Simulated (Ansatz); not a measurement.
Fields on a plane of BaTi(BO3)2 (space group R-3)

```yaml
crystal:
  lattice:
    - [2.51128, 1.44989, 5.44575]
    - [-2.51128, 1.44989, 5.44575]
    - [0.00000, -2.89977, 5.44575]
  atoms:
    - { symbol: Ba, position: [0.00000, 0.00000, 0.00000] }
    - { symbol: Ti, position: [0.50000, 0.50000, 0.50000] }
    - { symbol: B, position: [0.23410, 0.23410, 0.23410] }
    - { symbol: B, position: [0.76590, 0.76590, 0.76590] }
    - { symbol: O, position: [0.34081, 0.44334, 0.92688] }
    - { symbol: O, position: [0.65919, 0.55666, 0.07312] }
    - { symbol: O, position: [0.92688, 0.34081, 0.44334] }
    - { symbol: O, position: [0.07312, 0.65919, 0.55666] }
    - { symbol: O, position: [0.44334, 0.92688, 0.34081] }
    - { symbol: O, position: [0.55666, 0.07312, 0.65919] }
```

The slice is a (-1 1 0 4) plane (indices of the conventional cell) through the point (0.000, 0.000, 0.000) (fractional), spanned by u = [1 0 -1] and v = [1 -1 1] in vectors of this cell: u (5.02 Å) and v (7.96 Å, at 90° to u). It covers one period; positions are fractions (u, v).

Atoms on it: Ba at (0.00, 0.00); Ti at (0.00, 0.50); B at (0.50, 0.73), 0.2 Å off the plane; B at (0.50, 0.27), 0.2 Å off the plane; O at (0.24, 0.69), 0.2 Å off the plane; O at (0.76, 0.31), 0.2 Å off the plane. Other atoms lie within 1 Å of the plane.

The numbers are results of PBEsol (plane waves to 420 eV, PAW, scalar-relativistic; Ansatz, an electronic-structure program), not measurements. k mesh 8×8×8. Near the nuclei the fields are pseudised (PAW); where an atom keeps semicore shells as valence, they peak there. BaTi(BO3)2 is run without spin polarisation. BaTi(BO3)2 was relaxed with its symmetry unable to fall.

```
v \ u  0.00  0.15  0.30  0.45  0.60  0.75  0.90
-----  ----  ----  ----  ----  ----  ----  ----
0.94   0.48  0.88  0.06  0.13  0.20  0.28  0.84
0.84   0.54  0.10  0.12  0.37  0.41  0.04  0.39
0.75   0.09  0.86  0.79  0.12  0.39  0.52  0.10
0.66   0.07  0.83  0.71  0.38  0.85  0.79  0.38
0.56   0.64  0.18  0.38  0.06  0.57  0.68  0.52
0.47      x  0.33  0.44  0.12  0.03  0.09  0.66
0.38   0.08  0.63  0.76  0.65  0.54  0.81  0.39
0.28   0.12  0.61  0.75  0.25  0.82     x  0.82
0.19   0.09  0.03  0.09  0.47  0.25  0.50  0.12
0.09   0.85  0.82  0.06  0.43  0.11  0.13  0.87
0.00      x  0.86  0.12  0.03  0.02  0.60  0.50
```

Values: electron localisation function (ELF). Points within 0.3 Å of a nucleus are blanked (x), as the pseudised field means little there.

```
|xxxxxx      ==##%%@@@@@@%%##==      xxxx|
|xxxx        ++##%%@@@@@@%%##++..      xx|
|          --**##%%%%%%%%%%##**--        |
|        ::++**####******######++::      |
|    ..--++**##**==::::::==**##**++--    |
|====++********==          ==**####**++==|
|########--  ::    xxxxxx  ..++##%%%%####|
|%%%%##  xxxxxx  xxxxxxxxxx  --**%%%%%%%%|
|%%%%--xxxxxxxx  xxxxxxxxxx      ##%%@@%%|
|##**  xxxxxxxxxx  xxxxxx    xxxx  **####|
|----  xxxxxxxx      xx    xxxxxx  ++++--|
|        xxxx    ::..      xxxxxx  ::    |
|        ..::++**##**++++++              |
|xxxx      ==##%%%%%%%%%%####++==      xx|
|xxxxxx    ==##@@@@@@@@@@@@%%**--    xxxx|
|xxxxxx    --##@@@@@@@@@@@@@@##--    xxxx|
|xxxxxx    --**%%@@@@@@@@@@@@##==    xxxx|
|xxxx      ==++####%%%%%%%%%%##==      xx|
|                ++++++**##**++::..      |
|      ::  xxxxxx      ..::    xxxx      |
|----++++  xxxxxx    xx      xxxxxxxx  --|
|######**  xxxx    xxxxxx  xxxxxxxxxx  **|
|%%%%@@%%##      xxxxxxxxxx  xxxxxxxx--%%|
|%%%%%%%%%%**--  xxxxxxxxxx  xxxxxx  ##%%|
|######%%%%##++..  xxxxxx    ::  --######|
|====++**####**==          ==********++==|
|      --++**##**==::::::==**##**++--..  |
|        ::++######******####**++::      |
|          --**##%%%%%%%%%%##**--        |
|xxxx      ..++##%%@@@@@@%%##++        xx|
|xxxxxx      ==##%%@@@@@@%%##==      xxxx|
|xxxxxx      ==##%%@@@@@@%%##==      xxxx|
```
Scale: ten equal steps from 0.00 (start of ' ') to 8.90 (end of '@'), in the order ' .:-=+*#%@'. Values: electrostatic potential energy of an electron, from the cell's mean, in eV. The map has 20 points along u (two characters each, u = 0 at the left) and 32 along v (v = 0 in the bottom row). Points within 0.6 Å of a nucleus are blanked (x), as the pseudised field means little there. Values under 0 eV are set to 0. The zero, the cell's mean, hangs on the PAW cores.
